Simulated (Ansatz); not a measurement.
The relaxed structure here is a generated cell of Zr: the first start was made by placing the elements on the sites of a structure type, and the end was not matched to a known phase here, so it may be hypothetical. Known forms of Zr include space group No. 194.

One starting cell of Zr (a generated cell, Zr placed in the simple-cubic structure type) was relaxed twice with Ansatz (plane waves, PAW, scalar-relativistic): with r2SCAN at 500 eV and with PBE at 420 eV. The r2SCAN result:

```
Zr
1.0
    2.90528     0.00000     0.00000
    0.00000     2.90528     0.00000
    0.00000     0.00000     2.90528
Zr
1
Direct
  0.00000   0.00000   0.00000
```

| quantity | r2SCAN | PBE |
|---|---|---|
| space group | Pm-3m | Pm-3m |
| volume (Å³/atom) | 24.52 | (withheld) |
| a (Å) | 2.905 | (withheld) |
| gap (eV, no spin-orbit coupling) | 0.00 | (withheld) |

Question: What does PBE give for the same quantities?

Answer: 
- volume (Å³/atom), PBE: 24.70
- a (Å), PBE: 2.912
- gap (eV, no spin-orbit coupling), PBE: 0.00

Both levels end in the same structure; PBE's volume is 0.7 % larger. Neither column is exact.

No spin polarisation in the result.

The run could not lose the symmetry of its start: the end is stationary, and may be a saddle point rather than a minimum.

Ansatz is a quantum-chemistry and plane-wave program.
